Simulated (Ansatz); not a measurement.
This cell of SnS2 (CdI2 type) is off equilibrium:

```xyz
3
Lattice="3.8172 0.0000 0.0000 -1.9086 3.3058 0.0000 0.0000 0.0000 5.1633" Properties=species:S:1:pos:R:3 pbc="T T T"
Sn     0.0000     0.0000     0.0000
S      0.0000     2.2038     1.3652
S      1.9086     1.1019     3.7981
```

Calculation: PBEsol-D3(BJ) (plane waves to 420 eV, PAW, scalar-relativistic; Ansatz, a program for electronic structure). k mesh 11×11×6 (Γ-centred), Fermi-Dirac smearing 0.05 eV. The energy includes the smearing's −TS. Compression counts positive. As the atoms are clamped, bonds stretch with the cell, which overstates energies and stresses. SnS2 was relaxed with its symmetry unable to fall. The PAW data are Ansatz's earlier set.

### Question
Give the stress tensor in GPa and the pressure.

### Answer
```
   -5.1      0.0      0.0
    0.0     -5.1      0.0
    0.0      0.0      2.0
```
The pressure, a third of the trace, is -2.7 GPa.

### Question
It is the relaxed cell deformed to V/V₀ = 1.027, (c/a)/(c/a)₀ = 0.880, c along z, fractional positions held. What is its energy relative to the relaxed cell?

### Answer
50.9 meV/atom.

(A scan under strain: stresses follow from slopes of the energy per volume, elastic moduli from its curvatures.)
